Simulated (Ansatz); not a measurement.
Problem. Each is relaxed and computed with DFT-PBEsol in the program Ansatz with PAW potentials. Which is the only metal?
A. AlSiCN, P3m1 (Al on 1b, Si on 1c, C on 1b, N on 1c)
B. B4C, R-3m (B on 18h, B on 18h, C on 6c, C on 3b)
C. HfC, rock salt
D. HfO2, fluorite

Solution. C, HfC, rock salt. HfC: metal; AlSiCN: gap 3.26 eV (indirect); HfO2: gap 3.69 eV (direct); B4C: gap 1.46 eV (indirect). Not the usual ambient phase: HfO2, fluorite. Standing as an ambient phase not checked: AlSiCN, P3m1 (Al on 1b, Si on 1c, C on 1b, N on 1c); B4C, R-3m (B on 18h, B on 18h, C on 6c, C on 3b). All cells were relaxed under the symmetry of their starts (and spin orders); stability against distortions was not tested throughout. Rows with no word on spin ran without spin polarisation. Spin–orbit coupling is left out wherever it is not named.

Potentials: the later of the program's two PAW sets.
